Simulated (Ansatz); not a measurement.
PtAu:
```
PtAu
1.0
    1.39143     0.80334     4.65058
   -1.39143     0.80334     4.65058
    0.00000    -1.60668     4.65058
Pt Au
1 1
Direct
  0.50000   0.50000   0.50000
  0.00000   0.00000   0.00000
```

Relaxed with LDA. Special points in fractions of this cell's reciprocal vectors: Γ (0.000, 0.000, 0.000); T (0.500, 0.500, 0.500); H2 (0.813, 0.187, 0.500); H0 (0.500, -0.187, 0.187); L (0.500, 0.000, 0.000); S0 (0.343, -0.343, 0.000); S2 (0.657, 0.000, 0.343); F (0.500, 0.000, 0.500).

Q: List the band energies nearest the Fermi level at these points for the program Ansatz at the LDA level (PAW).

A: In eV from the Fermi level; about four levels below and three above (degenerate sets whole), none deeper than 8.9 eV; … stands for higher levels left out; points with the same levels are listed once.

```csv
k,below,above
Γ,-2.22 -2.22 -0.80 -0.38 -0.38,4.57 …
T,-2.72 -2.72 -1.05 -1.05,12.04 …
H2,-2.61 -2.35 -1.24 -0.50,4.39 4.78 5.29
L,-3.32 -3.25 -1.79 -1.37,0.40 1.94 2.87
S0,-2.65 -2.22 -1.34 -0.58,4.11 4.86 5.10
F,-1.39 -0.93 -0.59 -0.41,0.00 0.43 1.55
```

Space group R-3m. The first step of the workflow began from a Materials Project structure, measured or hypothetical; the Crystallography Open Database copy checked does not list it. With Pt and Au taken as one species the cell has the higher symmetry Fm-3m, so it may be an ordered model of a mixed-site phase. Its standing as an ambient phase is unchecked. The cell was relaxed with LDA under the symmetry of its start; whether a distortion lowers the energy is not shown. The run is not spin-polarised. Scalar-relativistic: spin–orbit coupling is off unless named, which matters more the heavier the elements.

Potentials: the later of the program's two PAW sets.
